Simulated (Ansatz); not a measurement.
Candidates compared on computed values. An acoustic mirror alternates quarter-wave layers of high and low impedance; the larger the ratio, the fewer layers.

The reference row is bcc W. Each row is paired with the reference. Frequency 6 GHz, 4 pairs, polycrystalline averages.

Computed with Ansatz, a plane-wave PAW program, with an older set of its potentials. density: LDA, relaxed cell; longitudinal speed: LDA, elastic tensor, Hill average.

Runs started from generated or typed cells of the structure named: hcp Zr; fcc Al; bcc W; fcc Pb; fcc Rh. Over 15 meV/atom above the lowest phase of their formula at hand: hcp Zr (15 meV/atom, LDA). Spin–orbit coupling is left out unless named.

Definitions used: Z = ρ v_l; layer = v_l/4f; ratio = larger Z over smaller Z; isolation ≈ 20 × 4 × log₁₀(ratio), up to a constant set by the substrate.

```tsv
crystal	density (g/cm³)	v_l (km/s)	impedance (MRayl)	quarter wave (nm)	impedance ratio	isolation (dB)
hcp Zr	6.95	4.36	(withheld)	(withheld)	(withheld)	(withheld)
fcc Al	2.84	6.71	19.06	280	5.462	59
bcc W, reference	19.79	5.26	104.10	219	1.000	0
fcc Pb	11.83	2.39	(withheld)	(withheld)	(withheld)	(withheld)
fcc Rh	12.92	6.58	(withheld)	(withheld)	(withheld)	(withheld)
```

Question: Fill in the missing entries.

Answer: 
- fcc Pb: Z = 11.83 × 2.39 = 28.27 MRayl; quarter wave: 2.39 km/s/(4 × 6 GHz) = 99.6 nm; impedance ratio: larger of 28.27/104.10 and its inverse = 3.682; isolation: 20 × 4 × log₁₀(3.682) = 45 dB.
- fcc Rh: Z = 12.92 × 6.58 = 85.01 MRayl; quarter wave: 6.58 km/s/(4 × 6 GHz) = 274 nm; impedance ratio: larger of 85.01/104.10 and its inverse = 1.225; isolation: 20 × 4 × log₁₀(1.225) = 7 dB.
- hcp Zr: Z = 6.95 × 4.36 = 30.30 MRayl; quarter wave: 4.36 km/s/(4 × 6 GHz) = 182 nm; impedance ratio: larger of 30.30/104.10 and its inverse = 3.436; isolation: 20 × 4 × log₁₀(3.436) = 43 dB.

By impedance ratio (highest first): fcc Al (5.462 ± 0.35), fcc Pb (3.682 ± 0.24) ≈ hcp Zr (3.436 ± 0.22), fcc Rh (1.225 ± 0.078). The ± follows from allowances picked for this note (density 4 %, longitudinal speed 5 %), carried to first order and added in quadrature, each row's own inputs moving alone; ≈ joins neighbours closer than their two ± added in quadrature.

Sputtered films are textured or amorphous and softer than these crystals; shear waves need a mirror of their own. Where several phases of a formula are at hand, those over 0.1 eV/atom above the lowest were not drawn (by r²SCAN where it compared them, else by the largest value; a layered or molecular lowest phase counts only with a dispersion term); other phases could lie lower still. Rows are a sample by related chemistry or structure, familiar materials first, kept where one row at least reaches a ratio of 2.5. Limits of the draw: impedance over 8 MRayl; for moduli and speeds, an anisotropy index under 2.5, no layered crystals; no unfamiliar magnets, and cubic perovskites only if shown or known to be stable. As a rule kept out of such tables: 4f compounds, open-shell compounds run without a Hubbard term, cells found unstable in the tests at hand, cells close to a higher symmetry, and runs set to a pressure or over 12 % in volume from the crystal's fullest run.
